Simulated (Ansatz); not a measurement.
# Two states of SrCrF$_{6}$

```yaml
crystal:
  lattice:
    - [3.61178, 2.08526, 2.32454]
    - [-3.61178, 2.08526, 2.32454]
    - [0.00000, -4.17052, 2.32454]
  atoms:
    - { symbol: Sr, position: [0.50000, 0.50000, 0.50000] }
    - { symbol: F, position: [0.26300, 0.88800, 0.26300] }
    - { symbol: F, position: [0.26300, 0.26300, 0.88800] }
    - { symbol: F, position: [0.88800, 0.26300, 0.26300] }
    - { symbol: F, position: [0.73700, 0.11200, 0.73700] }
    - { symbol: F, position: [0.11200, 0.73700, 0.73700] }
    - { symbol: F, position: [0.73700, 0.73700, 0.11200] }
    - { symbol: Cr, position: [0.00000, 0.00000, 0.00000] }
```

Level: r2SCAN, with U_eff = 2.7 eV on Cr d (all-electron-ortho-atomic projectors); 500 eV; 5×5×5 Γ-centred mesh; cold occupations (width 0.0138 eV); Ansatz 0.2.0, fixed geometry.

State A: no moments (no spin polarisation). State B: Cr8 up (collinear spin).

Q: Compare the two self-consistent states.

A: State B is lower by 232.2 meV an atom at zero smearing.

```tsv
state	free energy (meV/atom)	largest moment in a small sphere (μB)	net moment (μB/cell)	gap on mesh (eV)	pressure (GPa)	largest force (eV/Å)
A	232.2	0.00	0.00	0.97	-3.5	0.66
B	0.0	1.68	2.00	1.30	-2.7	0.97
```

Origin: a database entry at a rescaled volume. Caveats: the state breaks the symmetry of the cell; an odd or shifted mesh can miss the band edges, so this level's true gap may be smaller.
